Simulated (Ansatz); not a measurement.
## BeCo: from a starting cell to a relaxed one

The start is a generated cell, BeCo built in the AFLOW prototype AB_cF16_227_a_b (B32, as in NaTl). A full variable-cell relaxation at zero pressure is run with PBE (plane waves to 420 eV, PAW, scalar-relativistic; Ansatz, a program for electronic structure). The first steps use a coarse 11×11×11 k-mesh.

The start:
```yaml
crystal:
  lattice:
    - [0.00000, 2.54223, 2.54223]
    - [2.54223, 0.00000, 2.54223]
    - [2.54223, 2.54223, 0.00000]
  atoms:
    - { symbol: Be, position: [0.75000, 0.75000, 0.75000] }
    - { symbol: Be, position: [0.50000, 0.50000, 0.50000] }
    - { symbol: Co, position: [0.00000, 0.00000, 0.00000] }
    - { symbol: Co, position: [0.25000, 0.25000, 0.25000] }
```
Spin-polarised start, with parallel moments on Co.

Problem. What pressure does the first self-consistent step give?

Solution. +29.6 GPa (positive: the cell is compressed).

Problem. How does the volume per atom move from start to end?

Solution. +13.5 %, from 8.22 to 9.33 Å³/atom.

Problem. What band gap does the relaxed structure have at this level?

Solution. Zero (metallic).

Problem. What magnetic moments remain?

Solution. Net 0.62 μB/atom, ferromagnetic.

Problem. What does it relax into? Give the structure.

Solution. 
Space group Fd-3m, origin choice 1 (No. 227); a = b = c = 5.304 Å, α = β = γ = 90.00°

```csv
atom,site,symmetry,x,y,z
Be,8a,-43m,0.0000,0.0000,0.0000
Co,8b,-43m,0.5000,0.5000,0.5000
```
(The calculation used a cell of 4 atoms; values per cell refer to that cell.)

The space group stays Fd-3m (No. 227) (the run could not lower it); the end is AFLOW prototype AB_cF16_227_a_b (B32, as in NaTl), with 4 atoms in the primitive magnetic cell. Final values are on a 15×15×15 k-mesh of the relaxed cell. Spin state reached: ferromagnetic (net 0.62 μB/atom), from parallel starting moments; other spin orders were not run from this start.

The run could not lose the symmetry of its start; a randomly shaken copy of 8 atoms returns to this structure.

All atoms sit on sites fixed by symmetry, so only the cell could relax.

The relaxed structure here is a generated cell of BeCo: the first start was made by placing the elements on the sites of a structure type, and the end was not matched to a known phase here, so it may be hypothetical.
